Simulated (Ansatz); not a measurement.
AlBRu:
```yaml
crystal:
  lattice:
    - [1.42686, -6.76704, 0.00000]
    - [1.42686, 6.76704, 0.00000]
    - [0.00000, 0.00000, 3.39708]
  atoms:
    - { symbol: Al, position: [0.69626, 0.30374, 0.25000] }
    - { symbol: Al, position: [0.30374, 0.69626, 0.75000] }
    - { symbol: B, position: [0.46920, 0.53080, 0.75000] }
    - { symbol: B, position: [0.53080, 0.46920, 0.25000] }
    - { symbol: Ru, position: [0.09436, 0.90564, 0.75000] }
    - { symbol: Ru, position: [0.90564, 0.09436, 0.25000] }
```

Relaxed with PBEsol. Special points in fractions of this cell's reciprocal vectors: Γ (0.000, 0.000, 0.000); Y (-0.500, 0.500, 0.000); C0 (-0.261, 0.739, 0.000); Σ0 (0.261, 0.261, 0.000); Z (0.000, 0.000, 0.500); A0 (0.261, 0.261, 0.500); E0 (-0.261, 0.739, 0.500); T (-0.500, 0.500, 0.500); S (0.000, 0.500, 0.000); R (0.000, 0.500, 0.500).

List the band energies nearest the Fermi level at these points for PBEsol (plane waves, PAW; program Ansatz).

In eV from the Fermi level; about four levels below and three above (degenerate sets whole), none deeper than 8.9 eV; points with the same levels are listed once.

```csv
k,below,above
Γ,-1.90 -1.69 -1.56 -1.24,1.78 2.29 2.63
Y,-1.57 -1.57 -1.23 -1.09,0.12 1.99 2.23
C0,-3.48 -3.05 -2.88 -1.54,0.07 0.71 1.13
Z,-1.34 -1.34 -0.87 -0.87,2.34 2.34 5.35 5.35
A0,-2.33 -2.33 -0.57 -0.57,0.88 0.88 1.82 1.82
T,-1.66 -1.66 -1.11 -1.11,2.22 2.22 5.49 5.49
S,-3.56 -3.06 -2.89 -1.52,0.20 0.68 1.15
R,-2.50 -2.50 -0.57 -0.57,0.96 0.96 1.64 1.64
```

Space group Cmcm. The start of the workflow was typed in or built on a structure type; neither database checked (COD, Materials Project) lists it. Whether it is the stable phase at ambient conditions was not checked. The cell was relaxed with PBEsol under the symmetry of its start; whether a distortion lowers the energy is not shown. No spin polarisation was allowed. Spin–orbit coupling is left out wherever it is not named.

Potentials: the earlier of the program's two PAW sets. The files were generated under PBE; for other functionals the program regenerates the frozen cores, and for LDA and PBEsol the local potential too.
